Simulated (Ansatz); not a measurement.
The relaxed structure here is a generated cell of TiB2: the first start was made by placing the elements on the sites of a structure type, and the end was not matched to a known phase here, so it may be hypothetical. Known forms of TiB2 include space group No. 191.

A relaxed structure of TiB$_{2}$. All values below come from r2SCAN (plane waves to 500 eV, PAW, scalar-relativistic; Ansatz, an electronic-structure program).

```xyz
6
Lattice="3.0304 0.0000 0.0000 -1.5152 2.6244 0.0000 0.0000 0.0000 7.1214" Properties=species:S:1:pos:R:3 pbc="T T T"
B      0.0000     1.7496     0.3512
B      1.5152     0.8748     3.9119
B      0.0000     0.0000     0.6907
B      0.0000     0.0000     4.2514
Ti     0.0000     1.7496     2.5188
Ti     1.5152     0.8748     6.0795
```

Task: Determine the symmetry and give the standard cell with its independent sites.

Result: Space group P6₃mc (No. 186); a = b = 3.0304 Å, c = 7.1214 Å, α = β = 90.00°, γ = 120.00°

```
atom  site  symmetry       x       y       z
----  ----  --------  ------  ------  ------
B       2b       3m.  0.3333  0.6667  0.0493
B       2a       3m.  0.0000  0.0000  0.0970
Ti      2b       3m.  0.3333  0.6667  0.3537
```

Task: Give the shortest distances between elements (the closest pairs, up to four, under 3.6 Å).

Result: B–B 1.78 Å; B–Ti 2.17 Å; Ti–Ti 3.03 Å.

Volume per atom: 9.44 Å³
Density: 4.07 g/cm³
Band gap: no gap (metallic)

No spin polarisation in the result.

The run could not lose the symmetry of its start; a randomly shaken copy of 12 atoms returns to this structure.
